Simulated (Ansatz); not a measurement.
B2Ru in space group Pmmn (No. 59; B on 4e, Ru on 2a) at seven volumes, LDA in the plane-wave PAW code Ansatz, shape and atoms relaxed at each. One row is withheld.

```json
[
 {"V (Å³/atom)": "7.895", "P (GPa)": "35.91"},
 {"V (Å³/atom)": "8.156", "P (GPa)": "22.02"},
 {"V (Å³/atom)": "8.416", "P (GPa)": "10.15"},
 {"V (Å³/atom)": "8.676", "P (GPa)": "0.00"},
 {"V (Å³/atom)": "8.937", "P (GPa)": "-8.68"},
 {"V (Å³/atom)": "9.197", "P (GPa)": "-16.10"},
 {"V (Å³/atom)": "9.457", "P (GPa)": "?"}
]
```

Q: Fit the shown pressures and predict the withheld one.

A: Third-order Birch–Murnaghan: P = (3/2)B₀(x^(7/2) − x^(5/2))[1 + (3/4)(B′ − 4)(x − 1)] with x = (V₀/V)^(2/3). Least squares on the six rows gives V₀ = 8.677 Å³/atom, B₀ = 312.3 GPa, B′ = 4.18. At V = 9.457, x = 0.9442 and P = -22.46 GPa. The run itself gave -22.42 GPa.

The first step of the workflow began from a Materials Project structure, measured or hypothetical; the Crystallography Open Database files this formula in space group No. 59, but the cells were not matched. Its standing as an ambient phase is unchecked. The LDA relaxation kept the symmetry of its start; its stability against distortions is not shown here. The run is not spin-polarised.

Potentials: the later of the program's two PAW sets.
